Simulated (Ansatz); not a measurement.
CdS:
Space group F-43m (No. 216); a = 5.9266 Å, b = 5.9266 Å, c = 5.9266 Å, α = 90.00°, β = 90.00°, γ = 90.00°

```tsv
atom	site	symmetry	x	y	z
S	4c	-43m	0.2500	0.2500	0.2500
Cd	4a	-43m	0.0000	0.0000	0.0000
```
(The calculation used a cell of 2 atoms; values per cell refer to that cell.)

Relaxed with PBE. The program Ansatz at the PBE level (PAW) gives a gap of 1.04 eV.

**Question.** What gap does HSE06 give on the same cell (Ansatz, PAW)?

**Answer.** 2.04 eV, 1.00 eV more. The hybrid was solved on a coarser mesh and at special points; its gap is the smallest among all of these.

| k | v1 PBE | c1 PBE | v1 HSE06 | c1 HSE06 |
|---|---|---|---|---|
| Γ | 0.00 | 1.04 | 0.00 | 2.04 |
| X | -1.72 | 3.63 | ? | ? |
| L | -0.68 | 2.94 | ? | ? |
| W | -2.02 | 5.22 | ? | ? |
| K | -1.39 | 4.23 | ? | ? |

**Question.** Top valence (v1) and lowest conduction level (c1) in eV from each method's valence maximum (which need not be a listed point): supply the withheld HSE06 values.

**Answer.** 
- K, v1 HSE06: -1.50
- K, c1 HSE06: 5.25
- L, v1 HSE06: -0.73
- L, c1 HSE06: 4.02
- X, v1 HSE06: -1.84
- X, c1 HSE06: 4.52
- W, v1 HSE06: -2.18
- W, c1 HSE06: 6.41

Cost on shared cores: the PBE run (SCF on a 8×8×8 mesh, then bands and DOS) around 17 core-seconds (rough), the HSE06 run (SCF on 6×6×6, then a few points) very roughly 100 core-seconds; the tasks are unlike.

Symmetry was held in the PBE relaxation; phonons on a q-mesh show no instability. Scalar-relativistic: spin–orbit coupling is off unless named, which matters more the heavier the elements.

Potentials: the later of the program's two PAW sets.
